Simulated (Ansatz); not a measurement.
SrTe (rock salt) is sheared across one {100} plane: the third cell vector gains the shift, so faults repeat every 10.1 Å. The cut lies between planes 3.36 Å apart; the cell height is held.

```
SrTe
1.0
    4.75105     0.00000     0.00000
    0.00000     4.75105     0.00000
    2.37553     2.37553    10.07850
Sr Te
3 3
Direct
  0.00000   0.00000   0.83333
  0.33333   0.33333   0.16667
  0.66667   0.66667   0.50000
  0.83333   0.83333   0.16667
  0.16667   0.16667   0.50000
  0.50000   0.50000   0.83333
```

In-plane vectors a = (4.751, 0.000) Å, b = (0.000, 4.751) Å, area 22.57 Å². The shift is x·a + y·b, and the map repeats with period 1 in x and y. The shift is rigid: no atom relaxes. γ = [E(shift) − E(0)] / area.

Level of theory: PBE (plane waves to 420 eV, PAW, scalar-relativistic; Ansatz, a first-principles code). k mesh 6×6×6 (Γ-centred), Fermi-Dirac smearing 0.05 eV. Stress and pressure are positive under compression. Faults lie only 10.1 Å apart, and holding the cell height and the atoms raises γ above its relaxed value. Spin-orbit coupling is left out, though Te is heavy. SrTe was relaxed with its symmetry unable to fall. 

```json
[
 {"σ normal to the fault (GPa)": "y = 0.000", "x = 0.000": "0.0", "x = 0.167": "-0.1", "x = 0.333": "0.1", "x = 0.500": "0.3", "x = 0.667": "0.1", "x = 0.833": "-0.1"},
 {"σ normal to the fault (GPa)": "y = 0.167", "x = 0.000": "-0.1", "x = 0.167": "0.1", "x = 0.333": "0.8", "x = 0.500": "?", "x = 0.667": "0.8", "x = 0.833": "0.1"},
 {"σ normal to the fault (GPa)": "y = 0.333", "x = 0.000": "0.1", "x = 0.167": "0.8", "x = 0.333": "?", "x = 0.500": "3.8", "x = 0.667": "?", "x = 0.833": "0.8"},
 {"σ normal to the fault (GPa)": "y = 0.500", "x = 0.000": "0.3", "x = 0.167": "?", "x = 0.333": "3.8", "x = 0.500": "5.7", "x = 0.667": "3.8", "x = 0.833": "?"},
 {"σ normal to the fault (GPa)": "y = 0.667", "x = 0.000": "0.1", "x = 0.167": "0.8", "x = 0.333": "?", "x = 0.500": "3.8", "x = 0.667": "?", "x = 0.833": "0.8"},
 {"σ normal to the fault (GPa)": "y = 0.833", "x = 0.000": "-0.1", "x = 0.167": "0.1", "x = 0.333": "0.8", "x = 0.500": "?", "x = 0.667": "0.8", "x = 0.833": "0.1"}
]
```

Question: Complete the blanks.

Answer: 
- y = 0.167, x = 0.500: 1.3
- y = 0.333, x = 0.333: 2.7
- y = 0.333, x = 0.667: 2.7
- y = 0.500, x = 0.167: 1.3
- y = 0.500, x = 0.833: 1.3
- y = 0.667, x = 0.333: 2.7
- y = 0.667, x = 0.667: 2.7
- y = 0.833, x = 0.500: 1.3

(The slope of γ gives the shear force per area between the displaced halves; near zero shift its curvature is an elastic stiffness.)
